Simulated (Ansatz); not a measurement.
4 guesses for Sc₄GeSe and where they end

All numbers below come from Ansatz, DFT PBE, scalar-relativistic, plane waves, PAW. All cells share a 420 eV cutoff and Γ-centred k meshes spaced at most about 0.3 Å⁻¹ (about 0.25 or finer for metals, 2π included). No spin polarisation in the final relaxations.

Each guess was relaxed in cell and atoms at zero pressure, within the symmetry of its start. These are static total energies at zero pressure. Coordination counts Ge or Se atoms around Sc (for each partner element, those within 1.25 times its shortest distance or 1.15 times the sum of covalent radii, where it is the nearest in units of that sum or under 1.3; a plus sign parts groups by distance over the sum of covalent radii; a slash parts the counts of unlike sites).

```json
{"guess": "1", "made from": "Ta4CoNi type", "start group": "I422", "V start (Å³/atom)": "21.3", "end group": "I422", "V end (Å³/atom)": "20.8", "coordination at the end": "Sc 4", "gap on mesh (eV)": "0", "E over the lowest end (meV/atom)": "0"}
{"guess": "2", "made from": "random cell", "start group": "I4/mmm", "V start (Å³/atom)": "21.9", "end group": "I4/mmm", "V end (Å³/atom)": "28.3", "coordination at the end": "Sc 1+2+2", "gap on mesh (eV)": "0", "E over the lowest end (meV/atom)": "869"}
{"guess": "3", "made from": "RbAlF4 type", "start group": "P4/mmm", "V start (Å³/atom)": "16.4", "end group": "P4/mmm", "V end (Å³/atom)": "32.4", "coordination at the end": "Sc 2/1+4", "gap on mesh (eV)": "0", "E over the lowest end (meV/atom)": "1229"}
{"guess": "4", "made from": "random cell", "start group": "P4/m", "V start (Å³/atom)": "12.3", "end group": "?", "V end (Å³/atom)": "?", "coordination at the end": "?", "gap on mesh (eV)": "?", "E over the lowest end (meV/atom)": "?"}
```

Guess 4 as it starts:

```yaml
crystal:
  lattice:
    - [3.82355, 0.00000, 0.00000]
    - [0.00000, 3.82355, 0.00000]
    - [0.00000, 0.00000, 5.03032]
  atoms:
    - { symbol: Sc, position: [0.24856, 0.93670, 0.50000] }
    - { symbol: Sc, position: [0.75144, 0.06330, 0.50000] }
    - { symbol: Sc, position: [0.06330, 0.24856, 0.50000] }
    - { symbol: Sc, position: [0.93670, 0.75144, 0.50000] }
    - { symbol: Ge, position: [0.00000, 0.00000, 0.00000] }
    - { symbol: Se, position: [0.00000, 0.00000, 0.50000] }
```

Question: Fill in the missing row: what does this guess relax into, and where does it rank?

Answer: It ends in space group P4/m (No. 83), with a = 6.431 Å, c = 5.035 Å, 34.7 Å³/atom and no gap. It lies 1.28 eV/atom over the lowest end, above guess 3 and so the highest of the set. Counting Ge or Se atoms around Sc, this end has Sc 1+2 and the lowest (guess 1) has Sc 4.

```yaml
crystal:
  lattice:
    - [6.43135, 0.00000, 0.00000]
    - [0.00000, 6.43135, 0.00000]
    - [0.00000, 0.00000, 5.03526]
  atoms:
    - { symbol: Sc, position: [0.34640, 0.80983, 0.50000] }
    - { symbol: Sc, position: [0.65360, 0.19017, 0.50000] }
    - { symbol: Sc, position: [0.19017, 0.34640, 0.50000] }
    - { symbol: Sc, position: [0.80983, 0.65360, 0.50000] }
    - { symbol: Ge, position: [0.00000, 0.00000, 0.00000] }
    - { symbol: Se, position: [0.00000, 0.00000, 0.50000] }
```

The zero of energy is the elements' standard structures at the same level; no fitted shifts are applied.

Question: Is the lowest end bound against the elements?

Answer: Yes: its formation energy is −0.73 eV/atom. It lies below the elements, which doesn't yet make it stable against other compounds or structures.

A magnetic state wasn't ruled out in cells without spin, among them I422, P4/mmm. The reference form of Se is held partly by dispersion forces, which this level lacks. Cells relaxed within their symmetry can be saddle points. A lower structure may well exist outside this small set. Some types were kept out of the candidates beforehand, so the set may lack a known form.
